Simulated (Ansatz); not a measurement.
Values for one crystal, relaxed and computed with plane-wave PAW r²SCAN (Ansatz code); other levels are named.

- Volume per atom = 29.92 Å³
- Band gap = 1.52 eV (indirect)
- Electron effective mass with spin–orbit coupling = 0.43, 1.4, 3.9 mₑ (principal values)
- Formation energy from the elements (no fitted shifts) = -0.84 eV/atom
- HSE06 gap on the r²SCAN cell = 2.22 eV
- Gap with spin–orbit coupling = 1.49 eV
- Pressure derivative B′ = 11.0

Q: Which of these materials gives this?
(A) BSe2, P2_1/c (Pearson symbol mP24)
(B) Cs2CaBr4, I4/mmm (Cs on 4e, Ca on 2a, Br on 4e, Br on 4c)
(C) Cs2Pt3Se4, Fmmm (Cs on 8i, Pt on 8e, Pt on 4a, Se on 16m)
(D) PbSe, rock salt

A: C, Cs2Pt3Se4, Fmmm (Cs on 8i, Pt on 8e, Pt on 4a, Se on 16m)

The workflow started from a Materials Project entry (that database holds measured and hypothetical structures alike); the Crystallography Open Database copy checked does not list it. Whether it is the stable phase at ambient conditions was not checked. Symmetry was held in the r²SCAN relaxation; its stability against distortions is not shown here. The run is not spin-polarised. The references are the lowest solids computed at this level, not always the standard phases. Scalar-relativistic: spin–orbit coupling is off unless named, which matters more the heavier the elements.

Potentials: the later of the program's two PAW sets.
